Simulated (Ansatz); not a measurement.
One crystal and one scan (frozen-phonon scan) at two levels, PBE (plane waves to 420 eV, PAW, scalar-relativistic; Ansatz, a quantum-chemistry and plane-wave program) and r2SCAN (plane waves to 500 eV, PAW, scalar-relativistic; Ansatz), each from its own relaxed cell and on its own mesh. The cell shown is that of PBE.

LiH (rock salt)

```xyz
4
Lattice="0.0000 4.0071 4.0071 2.0036 2.0036 4.0071 2.0036 2.0036 0.0000" Properties=species:S:1:pos:R:3 pbc="T T T"
H      0.0000     0.0000     0.0000
H      2.0036     4.0071     6.0107
Li     2.0036     6.0107     6.0107
Li     2.0036     4.0071     4.0071
```

A phonon eigenvector at X = (0.5, 0.5, 0.0) is frozen into this cell: atom i moves by Q times the vector below, so Q is the largest atomic displacement, in Å. The cell is held. (q is in reciprocal vectors of the primitive cell; the cell shown is doubled to hold the pattern.)

```json
[
 {"atom": "H1", "x": "0.000", "y": "0.000", "z": "1.000"},
 {"atom": "H2", "x": "0.000", "y": "0.000", "z": "-1.000"},
 {"atom": "Li3", "x": "0.000", "y": "0.000", "z": "0.024"},
 {"atom": "Li4", "x": "0.000", "y": "0.000", "z": "-0.024"}
]
```

LiH was relaxed with its symmetry unable to fall. Percentages come from the unrounded values.

Results of PBE:

```
Property                                                                                                                                           Value
----------------------------------------------------------------------------------------  --------------------------------------------------------------
Lattice constant a (Å)                                                                                                                             4.007
Harmonic wavenumber from the curvature (finite differences) (cm⁻¹ (negative: imaginary))                                                            1033
Shape of the curve                                                                        a single well with its minimum at or next to zero displacement
```

Question: What does r2SCAN give for the same quantities?

Answer: 
| quantity | r2SCAN | PBE − r2SCAN |
|---|---|---|
| Lattice constant a (Å) | 4.005 | +0.002 |
| Harmonic wavenumber from the curvature (finite differences) (cm⁻¹ (negative: imaginary)) | 1071 | -38 (-3.5 %) |

PBE gives the lower value for: harmonic wavenumber from the curvature. They agree on: lattice constant a (within 0.2 %). Both give the same shape of the curve: a single well with its minimum at or next to zero displacement.

(A displaced cell: forces are minus the slopes of the energy, force constants its curvatures, and phonons follow from these.)
